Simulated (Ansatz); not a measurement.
Structure relaxation, WS$_{2}$

The start is a generated cell, WS2 built in the AFLOW prototype A2B_hP9_150_ef_bd (C22, as in Fe2P). The cell and all atomic positions are relaxed at zero pressure with PBEsol (plane waves to 420 eV, PAW, scalar-relativistic; Ansatz, a program for electronic structure). The first steps use a coarse 4×4×6 k-mesh.

Starting cell:
```
CELL_PARAMETERS angstrom
      6.85102     0.00000     0.00000
     -3.42551     5.93316     0.00000
      0.00000     0.00000     4.04035
ATOMIC_POSITIONS crystal
  S  0.26000 0.00000 0.00000
  S  0.00000 0.26000 0.00000
  S  0.74000 0.74000 0.00000
  S  0.60000 0.00000 0.50000
  S  0.00000 0.60000 0.50000
  S  0.40000 0.40000 0.50000
  W  0.00000 0.00000 0.50000
  W  0.33333 0.66667 0.87500
  W  0.66667 0.33333 0.12500
```

Q: What is the largest force in the starting geometry, and on which atom (counted from 1)?

A: About 1.3 eV/Å, on W8, W9 (atoms numbered as listed).

Q: By how much does the energy per atom fall from start to end?

A: 0.33 eV/atom.

Q: How does the volume per atom move from start to end?

A: -12.2 %, from 18.25 to 16.03 Å³/atom.

Q: How do the shortest distances between atoms change?

A: The closest pairs of elements (up to four, under 3.6 Å), start → end: S–W 2.58 → 2.31 Å; S–S 3.08 → 2.95 Å.

Q: Is the relaxed structure metallic? Give its gap.

A: Zero (metallic).

Q: What does it relax into? Give the structure.

A: 
Space group P321 (No. 150); a = b = 6.304 Å, c = 4.192 Å, α = β = 90.00°, γ = 120.00°

```csv
atom,site,symmetry,x,y,z
S,3e,.2.,0.0000,0.2697,0.0000
S,3f,.2.,0.3775,0.3775,0.5000
W,1b,32.,0.0000,0.0000,0.5000
W,2d,3..,0.6667,0.3333,0.2138
```

The space group stays P321 (No. 150) (the run could not lower it); the end is AFLOW prototype A2B_hP9_150_ef_bd (C22, as in Fe2P), with 9 atoms in the primitive cell. Final values are on a 9×9×11 k-mesh of the relaxed cell. No spin polarisation in the result.

The run could not lose the symmetry of its start; a randomly shaken copy of 9 atoms returns to this structure.

The relaxed structure here is a generated cell of WS2: the first start was made by placing the elements on the sites of a structure type, and the end was not matched to a known phase here, so it may be hypothetical. Known forms of WS2 include space group No. 194.
